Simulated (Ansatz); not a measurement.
**Na$_{2}$ICl, a known structure type with other elements, at an estimated volume**

```
Na I Cl
1.0
     7.22956    0.00000    0.00000
     0.00000    4.43363    0.00000
     0.00004    0.00000    7.47516
Na I Cl
4 2 2
Direct
  0.53302 0.00000 0.74363
  0.99824 0.50000 0.75634
  0.53302 0.00000 0.25638
  0.99824 0.50000 0.24366
  0.17386 0.00000 0.50000
  0.35700 0.50000 0.00000
  0.68091 0.50000 0.50000
  0.85072 0.00000 0.00000
```

Single point in Ansatz 0.2.0 with PBE, no spin polarisation. Cutoff 420 eV, PAW datasets, 4×6×4 Γ-centred k mesh, fermi-dirac filling (width 0.1 eV).

Q: Is it stable against the elements?

A: -1.51 eV an atom against the elements' usual phases (free molecules for gases, crystals otherwise, with no correction for O₂ or N₂), so it is bound against them; other compounds may still compete. Relaxing would lower it.

Q: Which orbitals make up the band edges?

A: Within 0.7 eV of the edges, the states project mainly on I p (88 %) below the gap and on Na s (73 %) above it.

Q: Describe some of the short contacts.

A: Na–Cl at 2.99 Å: least valence density 0.06 e/Å³ and ELF 0.02 there, a closed-shell (ionic or weak) contact. Na–I at 3.17 Å: least valence density 0.07 e/Å³ and ELF 0.03 there, a closed-shell (ionic or weak) contact. Both are smooth PAW fields, read partly inside the augmentation spheres.

Q: Is the cell too large or too small?

A: The pressure is -0.5 GPa (compression positive), so with the atoms held at these fractions the cell would first shrink.

Q: Is there a gap, and of what kind?

A: The gap is 3.47 eV, direct at the points sampled.

Q: Which atom feels the largest force, and which way?

A: The largest is on Na2 (and as large on other atoms): 0.19 eV/Å, components (-0.18, 0.00, 0.04). It makes 52° with the line to a nearest neighbour, Cl7 at 2.99 Å.

Origin: a known structure type with other elements, at an estimated volume, so it need not be a known compound. Caveats: no spin-orbit coupling, which can shift this gap by tenths of an eV.
